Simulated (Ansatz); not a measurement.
Question: AlBN2 (chalcopyrite, I-42d) is relaxed with the program Ansatz at the PBEsol level (PAW). What lattice parameters of the conventional cell result?

Answer: a = 4.088 Å, c = 7.618 Å.

Question: Give the free coordinates with the occupied sites.

Answer: In one choice of origin and axes:

| atom | site | symmetry | x | y | z |
|---|---|---|---|---|---|
| Al | 4a | -4.. | 0.0000 | 0.0000 | 0.0000 |
| B | 4b | -4.. | 0.0000 | 0.0000 | 0.5000 |
| N | 8d | .2. | 0.3069 | 0.2500 | 0.1250 |

Question: Is it a metal or does it have a gap at this level?

Answer: A gap of 2.69 eV, direct.

The start of the workflow was typed in or built on a structure type; neither database checked (COD, Materials Project) lists it. Its standing as an ambient phase is unchecked. The cell was relaxed with PBEsol under the symmetry of its start; phonons on a q-mesh show no instability. The volume moved by -19 % from the start of the relaxation.

Potentials: the later of the program's two PAW sets.
